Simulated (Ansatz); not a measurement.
Equation of state of selenium, simple cubic

Method: DFT, LDA (PW92), plane waves (420 eV) with PAW, scalar-relativistic (Ansatz). The PAW files were generated under PBE, with cores re-solved for the functional.

The cell is scaled uniformly from the relaxed one, with fractional coordinates and shape fixed. Energies are extrapolated to zero smearing, pressures are those at the given smearing. Magnetic state: spin not included.

| V (Å³/atom) | E − E₀ (meV/atom) | P (GPa) |
| --- | --- | --- |
| 18.693 | 101.3 | 14.54 |
| 19.542 | 41.0 | 8.58 |
| 20.392 | 9.1 | 3.80 |
| 21.242 | 0.0 | -0.03 |
| 22.091 | 9.1 | -3.11 |
| 22.941 | 32.9 | -5.58 |
| 23.791 | 68.3 | -7.55 |

Question: Fit a third-order Birch-Murnaghan equation.

Answer: V₀ = 21.21 Å³/atom, B₀ = 86 GPa, B₀′ = 4.5.
